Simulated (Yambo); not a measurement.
Convergence of the G0W0 gap of K$_{2}$Te

G0W0@LDA for K₂Te (anti-fluorite, space group Fm-3m, No. 225) in Yambo. Reference settings: 2×2×2 Γ-centred k mesh, 189 bands and a 7 Ry block in the screening, 189 bands in G with the Bruneval-Gonze terminator, plasmon pole fitted at 27.2 eV. The LDA gap X → Γ on this mesh is 2.16 eV; G0W0 gaps are taken between the same points.

```json
[
 {"change from the reference": "reference settings", "G0W0 gap X → Γ (eV)": "4.03", "shift of the valence edge (eV)": "-1.40", "rough Yambo cost": "1"},
 {"change from the reference": "wavefunctions cut at 10 Ry", "G0W0 gap X → Γ (eV)": "3.99", "shift of the valence edge (eV)": "-1.16", "rough Yambo cost": "within a factor of two"},
 {"change from the reference": "wavefunctions cut at 20 Ry", "G0W0 gap X → Γ (eV)": "4.06", "shift of the valence edge (eV)": "-1.33", "rough Yambo cost": "within a factor of two"},
 {"change from the reference": "exchange cut at 20 Ry", "G0W0 gap X → Γ (eV)": "4.01", "shift of the valence edge (eV)": "-1.38", "rough Yambo cost": "–"},
 {"change from the reference": "41 bands in W, 41 bands in G, 4 Ry block", "G0W0 gap X → Γ (eV)": "3.87", "shift of the valence edge (eV)": "-0.89", "rough Yambo cost": "about 1/4"},
 {"change from the reference": "66 bands in W, 66 bands in G, 3 Ry block", "G0W0 gap X → Γ (eV)": "3.82", "shift of the valence edge (eV)": "-1.07", "rough Yambo cost": "about 1/4"},
 {"change from the reference": "66 bands in W, 66 bands in G, 4 Ry block", "G0W0 gap X → Γ (eV)": "3.89", "shift of the valence edge (eV)": "-1.11", "rough Yambo cost": "about 1/3"},
 {"change from the reference": "145 bands in W, 145 bands in G, 2 Ry block", "G0W0 gap X → Γ (eV)": "3.75", "shift of the valence edge (eV)": "-1.16", "rough Yambo cost": "within a factor of two"},
 {"change from the reference": "2 Ry block", "G0W0 gap X → Γ (eV)": "3.75", "shift of the valence edge (eV)": "-1.17", "rough Yambo cost": "within a factor of two"},
 {"change from the reference": "4×4×4 mesh", "G0W0 gap X → Γ (eV)": "4.09", "shift of the valence edge (eV)": "-1.50", "rough Yambo cost": "about 20×"},
 {"change from the reference": "41 bands in W, 41 bands in G, 3 Ry block, no terminator", "G0W0 gap X → Γ (eV)": "3.77", "shift of the valence edge (eV)": "-0.68", "rough Yambo cost": "about 1/5"},
 {"change from the reference": "145 bands in W, 145 bands in G, 3 Ry block, no terminator", "G0W0 gap X → Γ (eV)": "3.81", "shift of the valence edge (eV)": "-1.17", "rough Yambo cost": "within a factor of two"},
 {"change from the reference": "3 Ry block, no terminator", "G0W0 gap X → Γ (eV)": "3.82", "shift of the valence edge (eV)": "-1.21", "rough Yambo cost": "within a factor of two"},
 {"change from the reference": "145 bands in W, 145 bands in G, no terminator", "G0W0 gap X → Γ (eV)": "3.97", "shift of the valence edge (eV)": "-1.26", "rough Yambo cost": "within a factor of two"},
 {"change from the reference": "no terminator", "G0W0 gap X → Γ (eV)": "4.01", "shift of the valence edge (eV)": "-1.33", "rough Yambo cost": "within a factor of two"}
]
```

The reference isn't shown to be the converged limit. Costs are rough (shared machines), scaled to the same edge states, and given only for runs that recompute the screening.

Spin-orbit coupling is left out, which matters for elements this heavy: edges can move by tenths of an eV.

The standard potential for Te keeps a d shell in the valence without the s and p states of that shell. In tests on such compounds this moved G0W0 gaps by up to about 0.9 eV, so absolute quasiparticle energies here are unreliable; differences between settings are what counts.

Geometry relaxed with LDA; primitive cell a = 5.6016 Å, b = 5.6016 Å, c = 5.6016 Å, α = 60.00°, β = 60.00°, γ = 60.00°.

A shift is the quasiparticle energy of the state minus its LDA energy.
